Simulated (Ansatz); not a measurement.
Question: Name crystals whose computed values (DFT-r²SCAN in the program Ansatz with PAW potentials) fall in these windows: HSE06 gap (eV) 1.9 to 2.5; Θ_D (K) 420 to 590; gap (eV) 1.6 to 2.0.

Answer: 

```
crystal           HSE06 gap (eV)  Θ_D (K)  gap (eV)
----------------  --------------  -------  --------
BeS, NiAs type              2.27      514      1.80
GaP, zinc blende            2.26      453      1.85
```
Others may fit too.

Typed or built starts, not in the databases checked: BeS, NiAs type. All cells were relaxed under the symmetry of their starts (and spin orders); stability against distortions was not tested throughout. Scalar-relativistic: spin–orbit coupling is off unless named, which matters more the heavier the elements.

Potentials: the earlier of the program's two PAW sets.
